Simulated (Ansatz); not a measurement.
# Equation of state of Na2MoO4 and its gap

A database entry relaxed whole under r2SCAN (Fd-3m):

```
Na Mo O
1.0
     0.00000    4.53278    4.53278
     4.53278    0.00000    4.53278
     4.53278    4.53278    0.00000
Na Mo O
4 2 8
Direct
  0.62500 0.62500 0.62500
  0.12500 0.62500 0.62500
  0.62500 0.62500 0.12500
  0.62500 0.12500 0.62500
  0.00000 0.00000 0.00000
  0.25000 0.25000 0.25000
  0.88709 0.88709 0.88709
  0.91128 0.36291 0.36291
  0.88709 0.88709 0.33872
  0.36291 0.91128 0.36291
  0.33872 0.88709 0.88709
  0.36291 0.36291 0.36291
  0.88709 0.33872 0.88709
  0.36291 0.36291 0.91128
```

The cell was scaled uniformly, its shape held, and the atoms relaxed at each volume with plane-wave PAW DFT (Ansatz 0.2.0; r2SCAN, 500 eV, 6×6×6 Γ-centred mesh, fermi-dirac occupations of width 0.020 eV; no spin, no spin-orbit coupling). One row is withheld.

```
volume (Å³/atom)  energy over the lowest (meV/atom)  pressure (GPa)  gap over mesh and path (eV)
          12.506                               10.3            4.44                         4.91
          12.772                                  ?               ?                            ?
          13.038                                1.1            1.30                         4.89
          13.304                                0.0            0.02                         4.87
          13.571                                0.9           -1.11                         4.85
          13.837                                3.6           -2.09                         4.84
          14.103                                7.8           -2.95                         4.82
```

Q: Fit the pressures of the other rows to the third-order Birch-Murnaghan form.

A: With f = [(V₀/V)^(2/3) − 1]/2 and P = 3B₀f(1 + 2f)^(5/2)[1 + 3(B₀′ − 4)f/2], least squares gives V₀ = 13.31 Å³ an atom, B₀ = 59.9 GPa and B₀′ = 5.7; the rows miss the fit by less than 0.01 GPa. The slope of the energies differs from these pressures by less than 0.05 GPa.

Q: How does the gap move with volume?

A: A parabola in ln(V/V₀) through the other rows has the slope dE_g/d ln V = -0.8 eV at V₀, so by B₀ the gap moves by +13 meV a GPa: it widens under pressure.

Q: What does the withheld row hold?

A: The fit gives 2.76 GPa at 12.772 Å³; the run gave 2.76 GPa and 4.4 meV an atom. Its gap is 4.90 eV, against 4.90 eV from the parabola.

Caveats: the shape of the cell was held; 0 K, fixed nuclei; the symmetry was kept, and this need not be the phase that is stable at 0 K; one mesh for all volumes; r2SCAN gaps lie as a rule under measured ones; the slope of the gap can be off by tens of per cent, more where shallow d levels or spin-orbit coupling act on the edges; pressure is positive in compression.
